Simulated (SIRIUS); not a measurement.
Worked example: self-consistent single point of InAs (Imm2, 2 atoms in the cell; from Materials Project mp-20305, changed as shown) in SIRIUS.

Level of theory: PBEsol, PseudoDojo 0.4 standard norm-conserving PBEsol (tails mended) pseudopotentials (plane waves; SIRIUS).

The change in words: atom 1 moved by -0.04 angstrom along x. Reference geometry (F-43m):
```
InAs
1.0
    0.00000     3.05356     3.05356
    3.05356     0.00000     3.05356
    3.05356     3.05356     0.00000
In As
1 1
Direct
  0.75000   0.75000   0.75000
  0.00000   0.00000   0.00000
```

Reference input (self-consistent single point, DFT, PBEsol, plane waves, PseudoDojo 0.4 standard norm-conserving PBEsol (tails mended) pseudopotentials): parameters.ngridk = 8 8 8; parameters.xc_functionals = [XC_GGA_X_PBE_SOL, XC_GGA_C_PBE_SOL]; parameters.gk_cutoff = 9.165 1/bohr; parameters.pw_cutoff = 18.331 1/bohr; parameters.smearing = cold; parameters.smearing_width = 0.00183747 Ha; potentials = PseudoDojo 0.4 standard norm-conserving PBEsol (tails mended) pseudopotentials; parameters.electronic_structure_method = pseudopotential; parameters.num_bands = 18; parameters.num_mag_dims = 0; parameters.num_dft_iter = 100; parameters.energy_tol = 1e-07 Ha. This run's input differs from it in these lines:

```diff
@@ -45,3 +45,3 @@
       "In": [
-        [8.6555881577, 8.6555881577, 8.6555881577]
+        [8.5799960211, 8.6555881577, 8.6555881577]
       ],
```

The program printed (abridged):

```
[find] density tolerance         : 1e-06
[find] total energy tolerance    : 1e-07
[find] iter_solver_tol (initial) : 0.01
[find] iter_solver_tol (target)  : 1e-13
[find] num_dft_iter              : 100
Charges and magnetic moments
--------------------------------------------------------------------------------
total charge          : 28.000000
[find] | SCF iteration   0 out of 100|
[diagonalize] iterative solver tolerance (occupied, empty): 0.01 0.01
[diagonalize] average number of iterations: 2.70526
[find_efermi_generic] Newton iteration converged after 2 steps
[find] Charges and magnetic moments
[find] total charge          : 28.000000
[find] Energy
[find] smearing (-TS)                 :       0.00000071
[find] Total energy                   :    -172.23241709 (Ha),    -344.46483417 (Ry)
[find] Free energy (E-TS)             :    -172.23241637 (Ha),    -344.46483274 (Ry)
[find] band gap (eV)                  :       0.05215808
[find] Efermi                         :       0.26015369
[find] iteration : 0, RMS (target) : 8.7688e-02 (1.0000e-06) , energy difference (target) : -1.7223e+02 (1.0000e-07)
[find] bands are converged : true
[find] iterative solver converged : false
[find] | SCF iteration   1 out of 100|
[diagonalize] iterative solver tolerance (occupied, empty): 0.005 0.005
   [... lines left out ...]
[find] Charges and magnetic moments
[find] Free energy (E-TS)             :    -172.24183458 (Ha),    -344.48366917 (Ry)
[find] band gap (eV)                  :       0.07937873
[find] Efermi                         :       0.28642231
[find] Charges and magnetic moments
[find] Free energy (E-TS)             :    -172.24447829 (Ha),    -344.48895658 (Ry)
[find] band gap (eV)                  :       0.07124326
[find] Efermi                         :       0.27718368
[find] Charges and magnetic moments
[find] Free energy (E-TS)             :    -172.24463179 (Ha),    -344.48926358 (Ry)
   [... lines left out ...]
[ground_state] === stress_total ===
[ground_state]     4.208351    0.000000    0.000000
[ground_state]     0.000000    3.957876    8.176085
[ground_state]     0.000000    8.176085    3.957876
[ground_state] ==== total Forces in Ha/bohr =====
[ground_state] atom:    0, force:       0.0054591      0.0000000      0.0000000
[ground_state] atom:    1, force:      -0.0054574      0.0000000      0.0000000
```

The run converged in 15 iterations. SIRIUS prints the stress tensor with tension positive. Against the reference run the free energy rises by 2.8 meV/atom, the pressure moves little (-0.44 to -0.40 GPa) and the largest force goes from 0.000 to 0.281 eV/Å.

The structure comes from a collection of computed structures, made at another level of theory; the collection holds predicted forms beside known ones.

Cost on one core: around 4 core-minutes (rough).

The gap that the log prints is read on the run's mesh, which can miss the band edges or a crossing.

“Tails mended”: in these copies of the files the far tail of each local potential was reset to the Coulomb form.
